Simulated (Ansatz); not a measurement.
Structure relaxation, Y$_{2}$Pb$_{2}$O$_{7}$

The start is a generated cell, Y2Pb2O7 built in the pyrochlore structure type. The cell and all atomic positions are relaxed at zero pressure with r2SCAN (plane waves to 500 eV, PAW, scalar-relativistic; Ansatz, a first-principles code). The first steps use a coarse 3×3×3 k-mesh.

Input geometry:
```yaml
crystal:
  lattice:
    - [0.00000, 5.50088, 5.50088]
    - [5.50088, 0.00000, 5.50088]
    - [5.50088, 5.50088, 0.00000]
  atoms:
    - { symbol: Y, position: [0.12500, 0.12500, 0.12500] }
    - { symbol: Y, position: [0.12500, 0.12500, 0.62500] }
    - { symbol: Y, position: [0.12500, 0.62500, 0.12500] }
    - { symbol: Y, position: [0.62500, 0.12500, 0.12500] }
    - { symbol: Pb, position: [0.62500, 0.62500, 0.62500] }
    - { symbol: Pb, position: [0.62500, 0.62500, 0.12500] }
    - { symbol: Pb, position: [0.62500, 0.12500, 0.62500] }
    - { symbol: Pb, position: [0.12500, 0.62500, 0.62500] }
    - { symbol: O, position: [0.54500, 0.95500, 0.95500] }
    - { symbol: O, position: [0.95500, 0.54500, 0.54500] }
    - { symbol: O, position: [0.95500, 0.54500, 0.95500] }
    - { symbol: O, position: [0.54500, 0.95500, 0.54500] }
    - { symbol: O, position: [0.95500, 0.95500, 0.54500] }
    - { symbol: O, position: [0.54500, 0.54500, 0.95500] }
    - { symbol: O, position: [0.70500, 0.29500, 0.70500] }
    - { symbol: O, position: [0.29500, 0.70500, 0.29500] }
    - { symbol: O, position: [0.29500, 0.70500, 0.70500] }
    - { symbol: O, position: [0.70500, 0.29500, 0.29500] }
    - { symbol: O, position: [0.29500, 0.29500, 0.70500] }
    - { symbol: O, position: [0.70500, 0.70500, 0.29500] }
    - { symbol: O, position: [0.00000, 0.00000, 0.00000] }
    - { symbol: O, position: [0.25000, 0.25000, 0.25000] }
```

Q: How large is the pressure on the unrelaxed cell, and of which sign?

A: -8.3 GPa (negative: the cell is under tension).

Q: Which atoms feel the largest initial force, and how large is it?

A: 1.68 eV/Å, on O9, O10, O11, O12, O13, O14, O15, O16 and others (atoms numbered as listed).

Q: How much energy is released per atom?

A: 0.13 eV/atom.

Q: How does the volume change?

A: -8.9 %, from 15.13 to 13.78 Å³/atom.

Q: How do the shortest distances between atoms change?

A: The closest pairs of elements (up to four, under 3.6 Å), start → end: O–Pb 2.13 → 2.15 Å; O–Y 2.38 → 2.31 Å; O–O 2.84 → 2.70 Å.

The space group stays Fd-3m (No. 227) (the run could not lower it), with 22 atoms in the primitive cell. Final values are on a 5×5×5 k-mesh of the relaxed cell. No spin polarisation in the result.

The run could not lose the symmetry of its start.

The first start was generated by placing the elements on the sites of a structure type. Materials Project lists a structure of Y2Pb2O7 in the same space group, Fd-3m (No. 227); the sites were not compared with it, nor with measured phases.
